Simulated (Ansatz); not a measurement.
TaSnO$_{3}$, first-principles data

TaSnO3:
```
CELL_PARAMETERS angstrom
      4.02506     0.00000     0.00000
      0.00000     4.02506     0.00000
      0.00000     0.00000     4.02506
ATOMIC_POSITIONS crystal
  Sn 0.00000 0.00000 0.00000
  Ta 0.50000 0.50000 0.50000
  O  0.00000 0.50000 0.50000
  O  0.50000 0.00000 0.50000
  O  0.50000 0.50000 0.00000
```

Space group Pm-3m (No. 221), cubic perovskite; conventional cell a = b = c = 4.0251 Å, α = β = γ = 90.00°.

Method: the program Ansatz at the PBEsol level (PAW). Structure relaxed to zero pressure with the same functional. Other levels are named where they apply.

**Cell and energy**

- Volume per atom: 13.04 Å³
- Density: 8.85 g/cm³
- Formation energy from the elements (no fitted shifts): -1.98 eV/atom

**Electronic structure**

* **Electronic character**: metallic (no gap)
* **Density of states at the Fermi level**: 0.50 states/eV per atom (mean over ±0.08 eV)
* **Gap with spin–orbit coupling**: none (metallic)

**Mechanics**

- Bulk modulus (Birch–Murnaghan fit): 206 GPa
- Pressure derivative B′: 4.4
- Elastic constants (relaxed ions, GPa): C11 = 381, C12 = 119, C44 = 3.8
- Mechanical stability: stable (all eigenvalues of C positive)

**Phonons**

- Highest zone-centre frequency = 555 cm⁻¹
- Zone-centre stability = unstable, softest mode 32i cm⁻¹

The workflow started from an entry of the Crystallography Open Database (COD). Whether it is the stable phase at ambient conditions was not checked. Symmetry was held in the PBEsol relaxation; of distortions, only those at the zone centre were tested, and some modes there are weakly imaginary. The run is not spin-polarised. With an odd number of electrons in the cell and no spin polarisation, the count alone makes it a metal. As this level gives no gap, shear constants depend on the k-mesh and smearing (Fermi–Dirac, 0.1 eV here). As this level gives no gap, phonon frequencies hold no LO–TO term and depend on the k-mesh and smearing (Fermi–Dirac, 0.1 eV here). The references are the lowest solids computed at this level, not always the standard phases (solids in place of the gases). Spin–orbit coupling is left out wherever it is not named.

Potentials: the later of the program's two PAW sets.
